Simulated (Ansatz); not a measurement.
## Notes on NbH₂O₂

```xyz
5
Lattice="3.1639 0.0000 0.0000 -1.5820 2.7400 0.0000 0.0000 0.0000 4.8032" Properties=species:S:1:pos:R:3 pbc="T T T"
Nb    0.0000    0.0000    0.0000
O    -0.0002    1.8268    3.7527
O     1.5821    0.9133    1.0504
H     0.1342    1.7492    2.8046
H     1.4478    0.9908    1.9986
```

Level: PBE, spin-orbit coupling; 420 eV; 7×7×4 Γ-centred mesh; fermi-dirac occupations (width 0.1 eV); Ansatz 0.2.0, fixed geometry.

The state carries no moments; the state need not be the lowest.

(1) What is the formation energy?

(2) Which element gives electrons and which takes them?

(3) Metal or insulator?

(4) Where is the largest force?

Origin: a known structure type with other elements, at an estimated volume, so it need not be a known compound. Caveats: correlation that this level lacks may open a gap in such a compound; the k mesh is coarse if the cell is a metal; atoms or cell far from equilibrium; the SCF threshold is loose for a stress.

Answers

(1) -0.77 eV an atom against the elements' usual phases (free molecules for gases, crystals otherwise, with no correction for O₂ or N₂), so it is bound against them; other compounds may still compete. Relaxing would lower it.

(2) Bader charges in e: Nb +1.64, H +0.52, O -1.34. In the mean Nb gives up most and O takes most.

(3) It is a metal, with about 2.8 states/eV a cell as the mean within 0.25 eV of the Fermi level, mostly Nb d (77 %).

(4) The largest is on O2 (and as large on other atoms): 2.33 eV/Å, components (0.01, -0.01, -2.33). It makes 9° with the line to a nearest neighbour, H4 at 0.96 Å, pointing towards it.
